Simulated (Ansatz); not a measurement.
Starting structure of a cell relaxation (symmetry kept):

```
CELL_PARAMETERS angstrom
1.61276 0.93113 7.79565
-1.61276 0.93113 7.79565
0.00000 -1.86226 7.79565
ATOMIC_POSITIONS crystal
Hf 0.77929 0.77929 0.77929
Hf 0.22071 0.22071 0.22071
Hf 0.00000 0.00000 0.00000
N 0.61149 0.61149 0.61149
N 0.38851 0.38851 0.38851
```

Level of theory: DFT PBEsol, scalar-relativistic, plane waves, PAW (Ansatz 0.2.0).

Cutoff 420 eV; k points 12×12×12 on the computed 5-atom cell (Γ-centred); Gaussian smearing, width 0.10 eV; no spin polarisation.

Q: What does it relax to?

A: The volume goes down by 0.43 Å³/atom to 13.61 Å³/atom, and the energy falls by 10.0 meV/atom. Final structure:
```
Hf N
1.0
     1.59666    0.92183    7.70771
    -1.59666    0.92183    7.70771
     0.00000   -1.84366    7.70771
Hf N
3 2
Cartesian
  0.0000 0.0000 18.0124
  0.0000 0.0000 5.1107
  0.0000 0.0000 0.0000
  0.0000 0.0000 14.1312
  0.0000 0.0000 8.9919
```

Course of the relaxation (steps run on the plane waves of an earlier cell, and the basis is chosen afresh near the end, so energy and pressure can step there; trial steps that raised the energy were taken back; energies are free energies):

```csv
step,E − E_final (meV/atom),largest force component (eV/Å),P (GPa),V (Å³/atom)
1,10.0,0.259,-6.86,14.05
2,116.4,2.908,16.13,12.68
3,-0.1,0.129,-1.09,13.68
4,-0.8,0.055,-0.03,13.62
5,-0.8,0.010,0.01,13.62
6,-0.8,0.002,0.00,13.62
7,0.0,0.002,-0.07,13.62
8,0.0,0.000,0.00,13.61
9,0.0,0.000,0.00,13.61
```

Spin–orbit coupling is left out, which can shift energies with elements as heavy as these.

Cost: 1 run of about 6.6 core-minutes, on Intel Xeon Platinum 8259CL (Skylake/Cascade Lake) (shared hosts).